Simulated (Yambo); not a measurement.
A G0W0@PBEsol run in Yambo for NaYS₂ (space group R-3m, No. 166) under isotropic strain of +1 % on all lattice vectors (4×4×4 Γ-centred k mesh, bands 3 to 130 and a 7 Ry block in the screening, 130 bands in G with the Bruneval-Gonze terminator, plasmon pole fitted at 27.2 eV) gives these matrix elements, in eV, at the band edges (Γ → F):

```tsv
state	E0	<Vxc>	<Σx>	<Σc(E0)>	Z
valence edge	0.000	-13.072	-16.063	1.775	0.785
conduction edge	2.230	-10.590	-6.063	-3.694	0.818
```

Solve the linearised quasiparticle equation for both states, give the gap, and say how exchange and correlation each act on it.

E = E0 + Z(Σx + Σc − Vxc). Valence: 0.000 + 0.785 × (-16.063 + (1.775) − (-13.072)) = -0.95 eV. Conduction: 2.230 + 0.818 × (-6.063 + (-3.694) − (-10.590)) = 2.91 eV. The gap is 3.87 eV, against 2.23 eV in PBEsol. Replacing Vxc by bare exchange alone would open it by 7.52 eV; correlation takes back 5.47 eV of that, and Z scales what is left. Convergence of the G0W0 settings was not tested. 

Geometry strained from the cell relaxed with PBEsol, atoms relaxed again; primitive cell a = 7.0337 Å, b = 7.0337 Å, c = 7.0337 Å, α = 32.83°, β = 32.83°, γ = 32.83°.
